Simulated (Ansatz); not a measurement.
The relaxed structure here is a generated cell of Cs: the first start was made by a random draw of sites in a space group, and the end was not matched to a known phase here, so it may be hypothetical. Known forms of Cs include space group No. 229.

A relaxed structure of Cs. Space group Pm-3m (No. 221), simple cubic type. Computed with r2SCAN (plane waves to 500 eV, PAW, scalar-relativistic; Ansatz, an electronic-structure program).

Space group Pm-3m (No. 221); a = b = c = 5.036 Å, α = β = γ = 90.00°

```json
[
 {"atom": "Cs", "site": "1a", "symmetry": "m-3m", "x": "0.0000", "y": "0.0000", "z": "0.0000"}
]
```

```yaml
volume_per_atom: 127.75 Å³
band_gap: no gap (metallic)
shortest_distances: 
k-mesh: 9×9×9
```

Band energies at high-symmetry points (eV from the Fermi level; labels of this space group; no spin-orbit coupling), from −5 eV up to 0.9 eV:

| point | energies |
|---|---|
| Γ | -1.68 |
| X | -0.06 0.26 |
| M | 0.31 |
| R | – |

No spin polarisation in the result.

The run could not lose the symmetry of its start: the end is stationary, and may be a saddle point rather than a minimum.
